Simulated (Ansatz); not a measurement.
Surface calculation: hcp Lu (0001), 1 layer

The slab is cut from the hcp crystal, the stable phase, as relaxed on PAW files (29.15 Å³/atom), with 16 Å of vacuum and a dipole correction:

```xyz
1
Lattice="3.5065 0.0000 0.0000 -1.7532 3.0367 0.0000 0.0000 0.0000 16.0000" Properties=species:S:1:pos:R:3 pbc="T T T"
Lu    0.0000    0.0000    8.0000
```

All numbers are PBE results (scalar-relativistic) from Ansatz 0.2.0, with a Γ-centred 11×11×1 k mesh, Fermi–Dirac smearing of 0.08 eV, no spin polarisation. Methods: LAPW: all electrons, basis error target 1 meV/atom; PAW: frozen-core files, cutoff 420 eV.

The bulk energy comes from a cell in the slab's orientation on a 11×11×6 mesh. The surface energy is (E(slab) − N·E(bulk))/2A at zero smearing, the mean of both faces; thin slabs carry quantum-size effects.

Spin–orbit coupling is left out, which matters for the heavy atoms. The cell is 1×1, so reconstructions are forbidden, and in slabs of four or five layers the relaxations can be far larger than at a real surface.

Task: As cut, the LAPW slab lies 1.740 eV above 1 atom of bulk. What surface energy is that?

Result: Over two faces of 10.65 Å² it is 81.7 meV/Å², and times 16.02 J/m² per eV/Å² that gives γ = 1.309 J/m².

```json
{"method": "LAPW", "γ as cut (J/m²)": "1.309", "Φ as cut (eV)": "3.67"}
{"method": "PAW", "γ as cut (J/m²)": "1.309", "Φ as cut (eV)": "3.67"}
```

Task: What changes if the images along the normal are cut off in place of the dipole correction?

Result: LAPW then gives: no gap, work function 3.67 eV; PAW: no gap, work function 3.67 eV.

Task: What changes if the vacuum is set to 13 Å?

Result: LAPW then gives: no gap, work function 3.66 eV; PAW: no gap, work function 3.66 eV. The program warns that the vacuum is too thin.
